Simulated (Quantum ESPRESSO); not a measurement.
# MgGa3SP3: finding a planted mistake in a log

Computed values, not a measurement. The program is pw.x of Quantum ESPRESSO 7.5 (plane-wave density functional theory). The cell is made up: 8 atoms on a zincblende/diamond lattice, with randomly drawn elements, strain and displacements, not relaxed. PseudoDojo standard norm-conserving files (v0.5 for PBE, v0.4.1 for LDA and PBEsol) set the functional; there is no spin polarisation, spin-orbit coupling or dispersion term, and the masses in the input are unused placeholders.

Intended input:

```
&control calculation='scf', pseudo_dir='./dojo.nc.sr.pbe.v0_5.standard.upf', outdir='./o', disk_io='medium', tprnfor=.true., tstress=.true. /
&system ibrav=0, nat=8, ntyp=4, nbnd=41, ecutwfc=84.00895049, nosym=.true., tot_charge=0,
 occupations='smearing', smearing='fd', degauss=0.0018374661
/
&electrons conv_thr=7.350e-09, electron_maxstep=60, /
ATOMIC_SPECIES
Ga 1.0 Ga.upf
Mg 1.0 Mg.upf
P 1.0 P.upf
S 1.0 S.upf
CELL_PARAMETERS angstrom
5.6116 -0.0604 0.0356
-0.0604 5.5428 -0.0349
0.0356 -0.0349 5.5396
ATOMIC_POSITIONS angstrom
Mg -0.0254 -0.0278 -0.0079
Ga -0.0121 2.7652 2.796
Ga 2.8111 -0.0335 2.7535
Ga 2.7766 2.7525 -0.0002
S 1.4049 1.359 1.4139
P 1.3919 4.1288 4.1315
P 4.2247 1.2684 4.146
P 4.1864 4.1048 1.3747
K_POINTS automatic
4 4 4 1 1 1
```

The log is shortened where brackets say so; the opening notice, blank lines, dates and the lines on written files are dropped, and the path of the files is cut. It prints rydbergs, bohrs and kilobars, and counts compression as positive stress. Where no state is partly filled, the Fermi energy that it prints is only some level between the filled and the empty states on the mesh, and need not lie in the true gap.

Log of the intended run:

```
     Program PWSCF v.7.5
     Parallel version (MPI & OpenMP), running on       1 processor cores
     Number of MPI processes:                 1
     Threads/MPI process:                     1
     [start-up lines left out]
     bravais-lattice index     =            0
     lattice parameter (alat)  =      10.6052  a.u.
     unit-cell volume          =    1162.5334 (a.u.)^3
     number of atoms/cell      =            8
     number of atomic types    =            4
     number of electrons       =        70.00
     number of Kohn-Sham states=           41
     kinetic-energy cutoff     =      84.0090  Ry
     charge density cutoff     =     336.0358  Ry
     scf convergence threshold =      7.3E-09
     mixing beta               =       0.7000
     number of iterations used =            8  plain     mixing
     Exchange-correlation= PBE
                           (   1   4   3   4   0   0   0)
     [axes and pseudopotential details left out]
   Cartesian axes
     site n.     atom                  positions (alat units)
         1        Mg     tau(   1) = (  -0.0045260  -0.0049536  -0.0014077  )
         2        Ga     tau(   2) = (  -0.0021561   0.4927265   0.4982147  )
         3        Ga     tau(   3) = (   0.5009054  -0.0059693   0.4906417  )
         4        Ga     tau(   4) = (   0.4947579   0.4904635  -0.0000356  )
         5        S      tau(   5) = (   0.2503369   0.2421580   0.2519406  )
         6        P      tau(   6) = (   0.2480204   0.7357042   0.7361853  )
         7        P      tau(   7) = (   0.7527925   0.2260142   0.7387691  )
         8        P      tau(   8) = (   0.7459679   0.7314277   0.2449556  )
     number of k points=    32  Fermi-Dirac smearing, width (Ry)=  0.0018
                       cart. coord. in units 2pi/alat
        k(    1) = (   0.1255919   0.1287274   0.1266384), wk =   0.0625000
        k(    2) = (   0.1240020   0.1303049   0.3799277), wk =   0.0625000
     [further k points left out]
     Dense  grid:   120885 G-vectors     FFT dimensions: (  64,  64,  64)
     Estimated max dynamical RAM per process >     163.80 MB
     Initial potential from superposition of free atoms
     starting charge      69.9907, renormalised to      70.0000
     Starting wfcs are   48 randomized atomic wfcs
     total cpu time spent up to now is       18.3 secs
     per-process dynamical memory:    93.3 Mb
     Self-consistent Calculation
     iteration #  1     ecut=    84.01 Ry     beta= 0.70
     Davidson diagonalization with overlap
     ethr =  1.00E-02,  avg # of iterations =  4.1
     Threshold (ethr) on eigenvalues was too large:
     Diagonalizing with lowered threshold
     Davidson diagonalization with overlap
     ethr =  5.66E-04,  avg # of iterations =  2.0
     total cpu time spent up to now is       95.2 secs
     total energy              =    -641.34525862 Ry
     estimated scf accuracy    <       0.39397531 Ry
     iteration #  2     ecut=    84.01 Ry     beta= 0.70
     Davidson diagonalization with overlap
     ethr =  5.63E-04,  avg # of iterations =  3.7
     total cpu time spent up to now is      132.3 secs
     total energy              =    -641.43855203 Ry
     estimated scf accuracy    <       0.14607249 Ry
     [iterations 3 to 8 left out]
     iteration #  9     ecut=    84.01 Ry     beta= 0.70
     Davidson diagonalization with overlap
     ethr =  1.81E-10,  avg # of iterations =  2.8
     total cpu time spent up to now is      417.5 secs
     total energy              =    -641.47240035 Ry
     estimated scf accuracy    <       0.00000003 Ry
     iteration # 10     ecut=    84.01 Ry     beta= 0.70
     Davidson diagonalization with overlap
     ethr =  3.81E-11,  avg # of iterations =  2.0
     total cpu time spent up to now is      458.4 secs
     End of self-consistent calculation
     [lines on levels left out]
     the Fermi energy is     6.7887 ev
!    total energy              =    -641.47240036 Ry
     estimated scf accuracy    <          2.1E-09 Ry
     smearing contrib. (-TS)   =      -0.00000000 Ry
     internal energy E=F+TS    =    -641.47240036 Ry
     The total energy is F=E-TS. E is the sum of the following terms:
     one-electron contribution =    -342.03244139 Ry
     hartree contribution      =     211.39021578 Ry
     xc contribution           =    -160.17491176 Ry
     ewald contribution        =    -350.65526300 Ry
     convergence has been achieved in  10 iterations
     Forces acting on atoms (cartesian axes, Ry/au):
     atom    1 type  2   force =     0.00873229    0.01643557   -0.00786706
     atom    2 type  1   force =    -0.02310228    0.01770689    0.00636025
     atom    3 type  1   force =     0.02265459   -0.02419229    0.01694618
     atom    4 type  1   force =     0.02177086    0.01239984   -0.02562355
     atom    5 type  4   force =     0.00405977    0.01056132    0.00057333
     atom    6 type  3   force =     0.01945575   -0.02394963   -0.01293234
     atom    7 type  3   force =    -0.02497630    0.02371657   -0.00628263
     atom    8 type  3   force =    -0.02859468   -0.03267828    0.02882580
     Total force =     0.095686     Total SCF correction =     0.000137
     Computing stress (Cartesian axis) and pressure
          total   stress  (Ry/bohr**3)                   (kbar)     P=        8.47
   0.00002703   0.00007393  -0.00009293            3.98       10.88      -13.67
   0.00007393   0.00006412  -0.00000713           10.88        9.43       -1.05
  -0.00009293  -0.00000713   0.00008164          -13.67       -1.05       12.01
     init_run     :     17.25s CPU     18.14s WALL (       1 calls)
     electrons    :    419.32s CPU    440.08s WALL (       1 calls)
     forces       :      5.39s CPU      5.46s WALL (       1 calls)
     stress       :     21.97s CPU     22.14s WALL (       1 calls)
     [timing details left out]
     PWSCF        :   7m44.25s CPU   8m 6.81s WALL
     JOB DONE.
```

A second run was made from an input with one planted mistake. Its log:

```
     Program PWSCF v.7.5
     Parallel version (MPI & OpenMP), running on       1 processor cores
     Number of MPI processes:                 1
     Threads/MPI process:                     1
     [start-up lines left out]
     bravais-lattice index     =            0
     lattice parameter (alat)  =      10.6052  a.u.
     unit-cell volume          =    1162.5334 (a.u.)^3
     number of atoms/cell      =            8
     number of atomic types    =            4
     number of electrons       =        70.00
     number of Kohn-Sham states=           59
     kinetic-energy cutoff     =      84.0090  Ry
     charge density cutoff     =     336.0358  Ry
     scf convergence threshold =      7.3E-09
     mixing beta               =       0.7000
     number of iterations used =            8  plain     mixing
     Exchange-correlation= PBE
                           (   1   4   3   4   0   0   0)
     [axes and pseudopotential details left out]
   Cartesian axes
     site n.     atom                  positions (alat units)
         1        Mg     tau(   1) = (  -0.0045260  -0.0049536  -0.0014077  )
         2        Ga     tau(   2) = (  -0.0021561   0.4927265   0.4982147  )
         3        Ga     tau(   3) = (   0.5009054  -0.0059693   0.4906417  )
         4        Ga     tau(   4) = (   0.4947579   0.4904635  -0.0000356  )
         5        S      tau(   5) = (   0.2503369   0.2421580   0.2519406  )
         6        P      tau(   6) = (   0.2480204   0.7357042   0.7361853  )
         7        P      tau(   7) = (   0.7527925   0.2260142   0.7387691  )
         8        P      tau(   8) = (   0.7459679   0.7314277   0.2449556  )
     number of k points=    32  Fermi-Dirac smearing, width (Ry)=  0.0235
                       cart. coord. in units 2pi/alat
        k(    1) = (   0.1255919   0.1287274   0.1266384), wk =   0.0625000
        k(    2) = (   0.1240020   0.1303049   0.3799277), wk =   0.0625000
     [further k points left out]
     Dense  grid:   120885 G-vectors     FFT dimensions: (  64,  64,  64)
     Estimated max dynamical RAM per process >     184.93 MB
     Initial potential from superposition of free atoms
     starting charge      69.9907, renormalised to      70.0000
     Starting wfcs are   48 randomized atomic wfcs +   11 random wfcs
     total cpu time spent up to now is       10.8 secs
     per-process dynamical memory:    97.6 Mb
     Self-consistent Calculation
     iteration #  1     ecut=    84.01 Ry     beta= 0.70
     Davidson diagonalization with overlap
     ethr =  1.00E-02,  avg # of iterations =  6.8
     Threshold (ethr) on eigenvalues was too large:
     Diagonalizing with lowered threshold
     Davidson diagonalization with overlap
     ethr =  5.53E-04,  avg # of iterations =  2.7
     total cpu time spent up to now is       70.4 secs
     total energy              =    -641.35571455 Ry
     estimated scf accuracy    <       0.38578980 Ry
     iteration #  2     ecut=    84.01 Ry     beta= 0.70
     Davidson diagonalization with overlap
     ethr =  5.51E-04,  avg # of iterations =  5.1
     total cpu time spent up to now is       98.4 secs
     total energy              =    -641.43061432 Ry
     estimated scf accuracy    <       0.17337088 Ry
     [iterations 3 to 8 left out]
     iteration #  9     ecut=    84.01 Ry     beta= 0.70
     Davidson diagonalization with overlap
     ethr =  2.09E-10,  avg # of iterations =  2.0
     total cpu time spent up to now is      279.4 secs
     total energy              =    -641.47604931 Ry
     estimated scf accuracy    <       0.00000004 Ry
     iteration # 10     ecut=    84.01 Ry     beta= 0.70
     Davidson diagonalization with overlap
     ethr =  5.61E-11,  avg # of iterations =  2.0
     total cpu time spent up to now is      302.5 secs
     End of self-consistent calculation
     [lines on levels left out]
     the Fermi energy is     6.9991 ev
!    total energy              =    -641.47604932 Ry
     estimated scf accuracy    <          3.3E-09 Ry
     smearing contrib. (-TS)   =      -0.01592476 Ry
     internal energy E=F+TS    =    -641.46012456 Ry
     The total energy is F=E-TS. E is the sum of the following terms:
     one-electron contribution =    -342.02636511 Ry
     hartree contribution      =     211.39031158 Ry
     xc contribution           =    -160.16880803 Ry
     ewald contribution        =    -350.65526300 Ry
     convergence has been achieved in  10 iterations
     Forces acting on atoms (cartesian axes, Ry/au):
     atom    1 type  2   force =     0.00956962    0.01738068   -0.00703464
     atom    2 type  1   force =    -0.02225623    0.01671963    0.00488549
     atom    3 type  1   force =     0.02113268   -0.02331281    0.01553340
     atom    4 type  1   force =     0.02014257    0.01145656   -0.02483666
     atom    5 type  4   force =     0.00410915    0.01054650    0.00094619
     atom    6 type  3   force =     0.02050917   -0.02416112   -0.01303155
     atom    7 type  3   force =    -0.02477887    0.02433550   -0.00634514
     atom    8 type  3   force =    -0.02842809   -0.03296493    0.02988291
     Total force =     0.094682     Total SCF correction =     0.000304
     Computing stress (Cartesian axis) and pressure
          total   stress  (Ry/bohr**3)                   (kbar)     P=       10.15
   0.00004022   0.00007033  -0.00009250            5.92       10.35      -13.61
   0.00007033   0.00007570  -0.00001072           10.35       11.14       -1.58
  -0.00009250  -0.00001072   0.00009104          -13.61       -1.58       13.39
     init_run     :     10.08s CPU     10.73s WALL (       1 calls)
     electrons    :    288.13s CPU    291.72s WALL (       1 calls)
     forces       :      3.30s CPU      3.33s WALL (       1 calls)
     stress       :     11.88s CPU     11.93s WALL (       1 calls)
     [timing details left out]
     PWSCF        :   5m13.51s CPU   5m17.96s WALL
     JOB DONE.
```

Question: what was wrong in the second input?

Answer: the smearing is too wide. The input lines that differ, file-writing options aside:

```
- &system ibrav=0, nat=8, ntyp=4, nbnd=41, ecutwfc=84.00895049, nosym=.true., tot_charge=0,
+ &system ibrav=0, nat=8, ntyp=4, nbnd=59, ecutwfc=84.00895049, nosym=.true., tot_charge=0,
-  occupations='smearing', smearing='fd', degauss=0.0018374661
+  occupations='smearing', smearing='fd', degauss=0.0235195662
```

|  | intended run | run with the mistake |
| --- | --- | --- |
| free energy (eV) | -8727.677 | -8727.726 |
| smearing term -TS (eV) | 0.0000 | -0.2167 |
| pressure (GPa) | 0.85 | 1.01 |
| largest force component (eV/Å) | 0.840 | 0.848 |
| largest change of a force component (eV/Å) |  | 0.042 |
| iterations | 10 | 10 |

For scale, a rerun of the intended cell at 1437 eV and a 6 x 6 x 6 mesh moved values by no more than 0.007 eV in energy, 0.02 GPa in stress and 0.003 eV/Å in force. The number of bands, nbnd, was set by rule from the electron count and the smearing, so it follows the mistake.